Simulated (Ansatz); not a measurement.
NiSb (NiAs type, P6_3/mmc) under volume change, DFT-PBEsol in the program Ansatz with PAW potentials, shape and atoms relaxed at each volume.

```csv
V (Å³/atom),E − E(relaxed) (meV/atom),P (GPa)
15.318,67.3,15.53
15.823,28.1,9.46
16.328,6.6,4.33
16.833,0.0,0.00
17.338,5.8,-3.60
17.843,22.1,-6.60
18.348,46.9,-9.11
```

Q: What does a third-order Birch–Murnaghan fit give for V₀, B₀ and B′?

A: V₀ = 16.84 Å³/atom, B₀ = 131 GPa, B′ = 4.9.

Symmetry was held in the PBEsol relaxation; of distortions, only those at the zone centre were tested. The run is not spin-polarised. Spin–orbit coupling is left out wherever it is not named.

Potentials: the later of the program's two PAW sets.
